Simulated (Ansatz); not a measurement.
## Moving the functional in Ti3Se

Symmetry: P-6m2, No. 187, hexagonal system. Conventional cell: a = 3.197 Å, b = 3.197 Å, c = 7.943 Å, α = 90.00°, β = 90.00°, γ = 120.00°. Around Se (site symmetry -6m2) lie 6 Ti at 2.58 Å. Ti (site symmetry -6m2) is surrounded by 12 Ti at 2.85 to 3.20 Å. Around Ti (site symmetry 3m) lie 3 Se at 2.58 Å and 3 Ti at 2.85 Å.

The cell comes from a database or a generator and needn't be the stable form of this composition.

Kept alike: task band structure; k mesh 10 × 10 × 4; occupations fermi-dirac, width 0.05 eV; no spin polarisation. Program: Ansatz, all-electron LAPW, scalar-relativistic. The mesh is that of the run's cell of 4 atoms. No spin-orbit coupling.

| run | pressure (GPa) |
| --- | --- |
| A | 0.13 |
| B | -7.96 |
| C | -4.46 |

Pressure is positive in compression. For a metal such a mesh leaves the last digits unconverged.

Q: The runs differ in the functional alone: LDA; PBE; PBEsol. Which run is which?

A: Run A is PBE; run B is LDA; run C is PBEsol. The pressure runs from -7.96 (LDA) to 0.13 GPa (PBE). From PBE: LDA -8.09; PBEsol -4.59.
